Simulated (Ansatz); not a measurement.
IrC (rock salt, Fm-3m) under volume change, PBEsol in the plane-wave PAW code Ansatz, scaled uniformly.

| V (Å³/atom) | E − E(relaxed) (meV/atom) | P (GPa) |
|---|---|---|
| 9.377 | 106.6 | 40.28 |
| 9.686 | ? | ? |
| 9.995 | 10.5 | 11.19 |
| 10.304 | 0.0 | -0.03 |
| 10.614 | 9.5 | -9.53 |
| 10.923 | 35.8 | -17.55 |
| 11.232 | ? | ? |

Task: Fill in the missing entries.

Result: 
- 9.686, E − E(relaxed) (meV/atom): 44.6
- 9.686, P (GPa): 24.50
- 11.232, E − E(relaxed) (meV/atom): 76.4
- 11.232, P (GPa): -24.36

Task: What does a third-order Birch–Murnaghan fit give for V₀, B₀ and B′?

Result: V₀ = 10.30 Å³/atom, B₀ = 344 GPa, B′ = 4.6.

The start of the workflow was typed in or built on a structure type; neither database checked (COD, Materials Project) lists it. Whether it is the stable phase at ambient conditions was not checked. Symmetry was held in the PBEsol relaxation. At this level the phase is dynamically unstable (imaginary phonons). The run is not spin-polarised. Its formation energy is positive at this level, so the cell may be metastable or incomplete. Spin–orbit coupling is left out wherever it is not named.

Potentials: the earlier of the program's two PAW sets. The files were generated under PBE; for other functionals the program regenerates the frozen cores, and for LDA and PBEsol the local potential too.
